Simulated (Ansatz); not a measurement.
BAs:
```yaml
crystal:
  lattice:
    - [0.00000, 2.36593, 2.36593]
    - [2.36593, 0.00000, 2.36593]
    - [2.36593, 2.36593, 0.00000]
  atoms:
    - { symbol: B, position: [0.75000, 0.75000, 0.75000] }
    - { symbol: As, position: [0.00000, 0.00000, 0.00000] }
```

Tensor components refer to the Cartesian frame of this cell.

Q: Give the high-frequency dielectric tensor and the Born effective charge tensors of the independent atoms from DFPT, LDA in the plane-wave PAW code Ansatz.

A: 
ε∞:
```
9.66  0.00  0.00
0.00  9.66  0.00
0.00  0.00  9.66
```
Z* of atom 1 (B), rows: field, columns: displacement, in e:
```
-0.54   0.00   0.00
 0.00  -0.54   0.00
 0.00   0.00  -0.54
```
Z* of atom 2 (As), rows: field, columns: displacement, in e:
```
0.54  0.00  0.00
0.00  0.54  0.00
0.00  0.00  0.54
```

Space group F-43m (zinc blende). The LDA relaxation kept the symmetry of its start. Spin–orbit coupling is left out wherever it is not named.

Potentials: the earlier of the program's two PAW sets. The files were generated under PBE; for other functionals the program regenerates the frozen cores, and for LDA and PBEsol the local potential too.
